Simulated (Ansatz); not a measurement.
ZrB2:
Space group P6/mmm (No. 191); a = b = 3.1672 Å, c = 3.5516 Å, α = β = 90.00°, γ = 120.00°

| atom | site | symmetry | x | y | z |
|---|---|---|---|---|---|
| Zr | 1a | 6/mmm | 0.0000 | 0.0000 | 0.0000 |
| B | 2d | -6m2 | 0.3333 | 0.6667 | 0.5000 |

Relaxed at zero pressure with plane-wave PAW r²SCAN (Ansatz code).

### Question
The volume is lowered by 6 % and shape and atoms relax at that volume. What pressure results, and how do the axes share the change?

### Answer
16.9 GPa; a -1.9 %, b -1.9 %, c -2.3 %; the energy rises by 31 meV/atom.

### Question
Give the new structure.

### Answer

Space group P6/mmm (No. 191); a = 3.1063 Å, b = 3.1063 Å, c = 3.4707 Å, α = 90.00°, β = 90.00°, γ = 120.00°

```csv
atom,site,symmetry,x,y,z
Zr,1a,6/mmm,0.0000,0.0000,0.0000
B,2d,-6m2,0.3333,0.6667,0.5000
```

The phase is kept; no other phase was compared at this pressure.

The cell was relaxed with r²SCAN under the symmetry of its start; of distortions, only those at the zone centre were tested. No spin polarisation was allowed.

Potentials: the later of the program's two PAW sets.
